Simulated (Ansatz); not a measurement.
## What DFT gives for Ba3In2Cl2O5

```
Ba In Cl O
1.0
     0.00000    4.29780    0.00000
     4.29780    0.00000    0.00000
     2.14890    2.14890  -12.64664
Ba In Cl O
3 2 2 5
Direct
  0.50000 0.50000 0.00000
  0.33860 0.33860 0.32280
  0.66140 0.66140 0.67720
  0.08220 0.08220 0.83560
  0.91780 0.91780 0.16440
  0.20530 0.20530 0.58940
  0.79470 0.79470 0.41060
  0.59400 0.09400 0.81200
  0.09400 0.59400 0.81200
  0.40600 0.90600 0.18800
  0.90600 0.40600 0.18800
  0.00000 0.00000 0.00000
```

Single point in Ansatz 0.2.0 with LDA, no spin polarisation. Cutoff 420 eV, PAW datasets, 6×6×6 Γ-centred k mesh, methfessel-paxton filling (width 0.018 eV).

(1) What does the stress say?

(2) What is the formation energy?

(3) Is there a gap, and of what kind?

(4) Which atom feels the largest force, and which way?

(5) What do density and ELF say about some of the short contacts?

Origin: a database entry at a rescaled volume.

## Answers

(1) The pressure is -6.9 GPa (compression positive), so with the atoms held at these fractions the cell would first shrink. The principal stresses -7.3, -7.3, -6.0 GPa differ, so its shape would change too.

(2) -2.49 eV an atom against the elements' usual phases (free molecules for gases, crystals otherwise, with no correction for O₂ or N₂), so it is bound against them; other compounds may still compete. Relaxing would lower it.

(3) The gap is 1.32 eV, indirect (the least direct gap found is 1.92 eV). A semilocal functional usually gives too small a gap.

(4) The largest is on Ba2 (and as large on other atoms): 0.40 eV/Å, components (0.00, 0.00, 0.40). It makes 52° with the line to a nearest neighbour, O10 at 2.74 Å.

(5) In–O at 2.08 Å: least valence density 0.61 e/Å³ and ELF 0.17 there. Ba–O at 2.74 Å: least valence density 0.22 e/Å³ and ELF 0.13 there, a closed-shell (ionic or weak) contact. Cl–In at 3.11 Å: least valence density 0.12 e/Å³ and ELF 0.11 there, a closed-shell (ionic or weak) contact. Both are smooth PAW fields, read partly inside the augmentation spheres.
